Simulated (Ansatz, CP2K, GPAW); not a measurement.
# One calculation of HfB, 3 ways

```
Hf B
1.0
     3.26683    0.00000    0.00000
     1.63342    2.82916    0.00000
     1.63342    0.94305    2.66736
Hf B
1 1
Cartesian
  3.2668 1.8861 1.3337
  0.0000 0.0000 0.0000
```

Alike in all runs: task single point; functional PBEsol; k mesh 10 × 10 × 10; occupations gaussian, width 0.1 eV; no spin polarisation; no spin-orbit coupling. Pressure is positive in compression and, in plane waves, holds the error of the finite cutoff, which Ansatz's Pulay term estimates and takes out.

```
                                                     program and potentials  plane-wave cutoff (eV)                                                                                                                              notes  band gap (eV)  pressure (GPa)
                                                         Ansatz, Ansatz PAW                     420  potentials made for PBE, which Ansatz adapts in part; 14.5 valence electrons an atom on average; Pulay term of +0.13 GPa included         no gap           23.17
                          GPAW, PAW data sets generated for this functional                     800                                                                                           7.5 valence electrons an atom on average         no gap           25.53
CP2K, POTENTIAL_UZH Hf GTH-PBE-q12, B GTH-PBE-q3; TZVP-MOLOPT-PBE-GTH basis                       -                                                    atomic basis; potentials made for PBE; 7.5 valence electrons an atom on average         no gap           24.83
```

None finds a gap. The pressure spans 23.17 (Ansatz, Ansatz PAW) to 25.53 GPa (GPAW, PAW data sets generated for this functional). The cell lies far from this level's equilibrium. Rows in atomic bases carry the error of their basis and grid, which can be large.

The functional is the same throughout but for its coding, so the spread measures potentials, basis and numerics; runs on potential files found faulty are left out.
